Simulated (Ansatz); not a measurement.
## Sc2GeB2: computed property card

Sc$_{2}$GeB$_{2}$:
```cif
data_B2GeSc2
_chemical_formula_sum 'Sc2 Ge1 B2'
_space_group_name_H-M_alt 'P 1'
_space_group_IT_number 1
_cell_length_a 3.17537
_cell_length_b 3.17537
_cell_length_c 7.91726
_cell_angle_alpha 90.000
_cell_angle_beta 90.000
_cell_angle_gamma 120.000
loop_
_space_group_symop_operation_xyz
  'x, y, z'
loop_
_atom_site_label
_atom_site_type_symbol
_atom_site_fract_x
_atom_site_fract_y
_atom_site_fract_z
_atom_site_occupancy
Sc1 Sc 0.33333 0.66667 0.71591 1
Sc2 Sc 0.33333 0.66667 0.28409 1
Ge1 Ge 0.00000 0.00000 0.00000 1
B1 B 0.00000 0.00000 0.50000 1
B2 B 0.66667 0.33333 0.50000 1
```

Space group P-6m2 (No. 187); conventional cell a = b = 3.1754 Å, c = 7.9173 Å, α = β = 90.00°, γ = 120.00°.

Method: the program Ansatz at the PBE level (PAW). Geometry: relaxed at this level of theory. Other levels are named where they apply.

Cell and energy:

```
Quantity                                                      Result
-----------------------------------------------------  -------------
Volume per atom                                             13.83 Å³
Density                                                   4.42 g/cm³
Formation energy from the elements (no fitted shifts)  -0.74 eV/atom
```

Electronic structure:

```
Quantity                                                                     Value
------------------------------------  --------------------------------------------
Electronic character                                             metallic (no gap)
Density of states at the Fermi level  0.58 states/eV per atom (mean over ±0.08 eV)
```

Mechanics:

```
Property                                Value
----------------------------------  ---------
Bulk modulus (Birch–Murnaghan fit)  1250 kbar
Pressure derivative B′                    4.2
```

The start of the workflow was typed in or built on a structure type; neither database checked (COD, Materials Project) lists it. Its standing as an ambient phase is unchecked. The cell was relaxed with PBE under the symmetry of its start; its stability against distortions is not shown here. The run is not spin-polarised. The references are the lowest solids computed at this level, not always the standard phases. Scalar-relativistic: spin–orbit coupling is off unless named, which matters more the heavier the elements.

Potentials: the earlier of the program's two PAW sets.
